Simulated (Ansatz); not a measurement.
CO2 — O-17 NMR of the central transition

Cell: a COD entry, atoms as given.

```cif
data_CO2
_symmetry_space_group_name_H-M 'Pa-3'
_symmetry_Int_Tables_number 205
_cell_length_a 5.6240
_cell_length_b 5.6240
_cell_length_c 5.6240
_cell_angle_alpha 90.000
_cell_angle_beta 90.000
_cell_angle_gamma 90.000
loop_
_atom_site_label
_atom_site_type_symbol
_atom_site_symmetry_multiplicity
_atom_site_Wyckoff_symbol
_atom_site_fract_x
_atom_site_fract_y
_atom_site_fract_z
C C 4 a 0.0000 0.0000 0.0000
O O 8 c 0.1185 0.1185 0.1185
```

One atom of each set is listed.

All values are calculated (Ansatz; DFT, PBE, plane waves and PAW (field gradients read without the response of the frozen cores, which leaves them typically 4 to 6 % off), scalar-relativistic, 420 eV cutoff, Γ-centred 4×4×4 k-points, Fermi–Dirac smearing 0.02 eV), not measured.

O-17 has I = 5/2 and Q = -25.58 mb (Pyykkö 2018); at 18.8 T its Larmor frequency is ν₀ = 108.6 MHz. Only the quadrupole interaction is simulated: positions count from each site's isotropic chemical shift, and J coupling is left out, as are shift anisotropy and dipolar coupling, which fast spinning averages.

Simulated pattern of one O site (fast magic-angle spinning, Gaussian broadening 0.1 kHz):

```tsv
offset (kHz)	height
-2.609	0
-2.547	1
-2.486	3
-2.425	5
-2.364	5
-2.302	5
-2.241	5
-2.180	5
-2.118	5
-2.057	5
-1.996	6
-1.935	6
-1.873	6
-1.812	6
-1.751	6
-1.690	7
-1.628	20
-1.567	64
-1.506	75
-1.444	56
-1.383	46
-1.322	41
-1.261	39
-1.199	37
-1.138	36
-1.077	36
-1.016	35
-0.954	35
-0.893	36
-0.832	37
-0.770	39
-0.709	41
-0.648	44
-0.587	48
-0.525	56
-0.464	73
-0.403	100
-0.342	69
-0.280	12
-0.219	0
```

Problem. Which |C_Q| and η does the pattern imply?

Solution. The pattern spans 2.14 kHz before broadening and its centre of gravity is at -1.00 kHz, which fixes P_Q; the places of the horns and steps fix η. That gives P_Q = 4.25 MHz, |C_Q| = 4.25 MHz and η = 0.00. The sign of C_Q can't be read from the pattern.

An axis of threefold or higher order runs through O, so V_zz lies along it and η is zero.

The calculated pressure of 5 GPa (PBE) comes largely from the unrelaxed atoms: it is 1.3 GPa once they are relaxed in the same cell. The largest force is 1.5 eV/Å, so the atoms aren't at the calculated equilibrium and relaxing them would move these values.

The run took 4.9 s of wall time (4.8 s of CPU time) and 0.45 GiB at its peak, on 1 thread of Intel Xeon Platinum 8488C (Sapphire Rapids) (x86_64; 16 cores open to the job, memory cap 3.0 GiB, no GPU), a shared host with a load of 0.5 a core.
